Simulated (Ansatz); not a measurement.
Sc₂C:
```yaml
crystal:
  lattice:
    - [3.62648, 0.00000, 0.00000]
    - [0.00000, 3.62648, 0.00000]
    - [0.00000, 0.00000, 6.46220]
  atoms:
    - { symbol: Sc, position: [0.00000, 0.00000, 0.00000] }
    - { symbol: Sc, position: [0.50000, 0.50000, 0.00000] }
    - { symbol: Sc, position: [0.50000, 0.00000, 0.37576] }
    - { symbol: Sc, position: [0.00000, 0.50000, 0.62424] }
    - { symbol: C, position: [0.50000, 0.00000, 0.73037] }
    - { symbol: C, position: [0.00000, 0.50000, 0.26963] }
```

This is the PBE+D3(BJ)-relaxed structure.

Question: All from plane-wave PAW PBE+D3(BJ) (Ansatz code), unless another level is named. Predict the electronic character.

Answer: metallic (no gap).

Question: Give the density of states at the Fermi level.

Answer: 0.40 states/eV per atom (mean over ±0.08 eV).

Question: Give the formation energy from the elements (no fitted shifts).

Answer: -0.064 eV/atom.

Space group P4/nmm. A made-up cell: these elements were put on the sites of a structure type; neither database checked (COD, Materials Project) lists it. Its standing as an ambient phase is unchecked. Symmetry was held in the PBE+D3(BJ) relaxation; its stability against distortions is not shown here. No spin polarisation was allowed. The references are the lowest solids computed at this level, not always the standard phases.

Potentials: the earlier of the program's two PAW sets.
